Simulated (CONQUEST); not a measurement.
Set-up for a self-consistent single point of AlGaN2 (P3m1, 8 atoms in the cell; from Materials Project mp-1228894, changed as shown).

```
AlGaN2
1.0
    3.08237     0.00000     0.00000
    0.00000     5.33883     0.00000
    0.00000     0.00000     4.99495
Al Ga N
2 2 4
Direct
  0.00000   0.00000   0.99926
  0.50000   0.50000   0.99926
  0.50000   0.16667   0.49717
  0.00000   0.66667   0.49717
  0.50000   0.16667   0.11180
  0.00000   0.00000   0.62816
  0.00000   0.66667   0.11180
  0.50000   0.50000   0.62816
```

All values come from this method and carry its errors: LDA (PW92), numerical atomic orbitals double-zeta with polarisation (the shipped basis), PseudoDojo norm-conserving potentials made for LDA (CONQUEST).

CONQUEST settings:

basis: DZP
Diag.MPMeshX, Y, Z: 8 6 6
potentials: PseudoDojo norm-conserving LDA
Grid.GridCutoff: 140 Ha
DM.SolutionMethod: diagon
Diag.kT: 0.0001 Ha
Diag.GammaCentred: true
minE.SCTolerance: 1.0e-06
SC.MaxIters: 100
SC.LinearMixingFactor: 0.5
AtomMove.TypeOfRun: static

Results:

| Quantity | Result |
|---|---|
| Number of valence electrons | 52 |
| Number of bands | 114 |
| Number of k-points after the program's reduction | 201 |
| Size of the basis | 114 |
| Number of SCF iterations | 8 |
| FFT grid | 32 × 60 × 60 |
| Free energy E − TS | -5419.3437 eV |
| Top of the valence band (on the code's own zero) | -8.10 eV |
| Gap on the k-point mesh | 3.55 eV |
| Pressure | 10.87 GPa |

Stress (GPa, positive for compression):
```
10.85   0.00   0.00
 0.00  10.92   0.03
 0.00   0.03  10.85
```

The gap is read on the k-point mesh of the run and can differ from the gap over the whole zone at this level.

For comparison: a first run was changed to give this one (lattice scaled by 0.98), and from it to this one the free energy rises by 15.8 meV/atom, the pressure goes from -2.01 to 10.87 GPa and the gap on the mesh goes from 3.054 to 3.550 eV.

The program uses no crystal symmetry, so grid and mesh can part values that symmetry would make equal. The atom-centred basis is finite, which shifts total energies, pressures and gaps against plane waves. The structure comes from a collection of computed structures, made at another level of theory; the collection holds predicted forms beside known ones.

Cost on one core: around 6 core-minutes (rough).
